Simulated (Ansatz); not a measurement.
TaS2 (CdI2 type)

```xyz
3
Lattice="3.3288 0.0000 0.0000 -1.6644 2.8828 0.0000 0.0000 0.0000 5.7855" Properties=species:S:1:pos:R:3 pbc="T T T"
Ta     0.0000     0.0000     0.0000
S      0.0000     1.9219     1.5448
S      1.6644     0.9609     4.2407
```

E(V) scan at fixed shape, V₀ the volume above. The atoms relax within the cell's symmetry.

These are PBE-D3(BJ) (plane waves to 420 eV, PAW, scalar-relativistic; Ansatz, a quantum-chemistry and plane-wave program) values and carry that method's errors. k mesh 16×16×8 (Γ-centred), Fermi-Dirac smearing 0.05 eV. The energy includes the smearing's −TS. Compression counts positive. With the shape held, the modulus is that of even scaling; a crystal free to change shape is softer. Spin-orbit coupling is left out, though Ta is heavy. TaS2 is run without spin polarisation. TaS2 was relaxed with its symmetry unable to fall. ΔE is measured from the relaxed starting cell. The last digit holds for this mesh only.

| V (Å³/atom) | ΔE (meV/atom) |
|---|---|
| 17.396 | 13.9 |
| 17.674 | 7.5 |
| 17.952 | 3.2 |
| 18.229 | 0.8 |
| 18.507 | 0.0 |
| 18.784 | 0.7 |
| 19.062 | 2.9 |
| 19.340 | 6.3 |
| 19.617 | withheld |

Question: Fit a third-order Birch-Murnaghan form (E₀, V₀, B₀, B₀′ free) to the given rows and predict ΔE at V = 19.617.

Answer: Least squares on the 8 given rows: ΔE = E₀ + (9V₀B₀/16)·y²·[2 + (B₀′ − 4)y], y = (V₀/V)^(2/3) − 1, with V₀ = 18.504 Å³/atom, B₀ = 58.82 GPa (160.2 GPa = 1 eV/Å³; the term in eV is multiplied by 1000), B₀′ = 5.44, E₀ = -0.01 meV/atom; root-mean-square residual 0.02 meV/atom. At 19.617 the fit gives 10.8 meV/atom; the calculation gives 11.0 meV/atom, so the extrapolation is off by -0.2 (-1.8 %). For the pressure the fit gives -2.9 GPa against the computed -3.0 GPa.

(A scan under strain: stresses follow from slopes of the energy per volume, elastic moduli from its curvatures.)
